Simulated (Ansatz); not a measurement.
CaS:
```xyz
2
Lattice="0.0000 2.8560 2.8560 2.8560 0.0000 2.8560 2.8560 2.8560 0.0000" Properties=species:S:1:pos:R:3 pbc="T T T"
Ca     0.0000     0.0000     0.0000
S      2.8560     2.8560     2.8560
```

Relaxed with PBE. Special points in fractions of this cell's reciprocal vectors: Γ (0.000, 0.000, 0.000); X (0.500, 0.000, 0.500); U (0.625, 0.250, 0.625); K (0.375, 0.375, 0.750); L (0.500, 0.500, 0.500); W (0.500, 0.250, 0.750).

Q: List the band energies nearest the valence-band maximum at these points for plane-wave PAW PBE (Ansatz code).

A: In eV from the valence-band maximum; about four levels below and three above (degenerate sets whole), none deeper than 8.9 eV; points with the same levels are listed once.

| k | below | above |
|---|---|---|
| Γ | 0.00 0.00 0.00 | 4.10 4.16 4.16 4.16 |
| X | -2.26 -0.80 -0.80 | 2.38 5.58 5.97 |
| U | -2.02 -1.85 -1.01 | 3.68 6.27 6.38 |
| L | -3.06 -1.13 -1.13 | 5.20 6.03 6.17 6.17 |
| W | -1.76 -1.76 -1.53 | 4.81 4.81 5.96 |

Space group Fm-3m (rock salt). The cell was relaxed with PBE under the symmetry of its start; phonons on a q-mesh show no instability.

Potentials: the later of the program's two PAW sets.
